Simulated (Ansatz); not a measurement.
According to plane-wave PAW r²SCAN (Ansatz code), SrHfN2 in the orthorhombic phase (Pna2_1; Sr on 4a, Hf on 4a, N on 4a, N on 4a) relaxes to a = 6.386 Å, b = 7.894 Å, c = 5.752 Å. Hf has 4 nearest neighbours from 2.03 Å (tetrahedral). Against the elements it lies at -1.59 eV/atom, with no fitted shifts.

It is gapped at this level: 2.58 eV (direct). The valence maximum lies at Γ and the conduction minimum at Γ. Electrons at the band edge weigh 0.39, 0.42, 0.42 mₑ (principal values). The hole mass is 0.79, 0.97, 1.4 mₑ (principal values).

Bader charges are Sr +1.48, Hf +2.26, N -1.89 to -1.85 e.

The start of the workflow was typed in or built on a structure type; neither database checked (COD, Materials Project) lists it. Its standing as an ambient phase is unchecked. The r²SCAN relaxation kept the symmetry of its start; its stability against distortions is not shown here. The run is not spin-polarised. The references are the lowest solids computed at this level, not always the standard phases (solids in place of the gases). Spin–orbit coupling is left out wherever it is not named.

Potentials: the earlier of the program's two PAW sets.
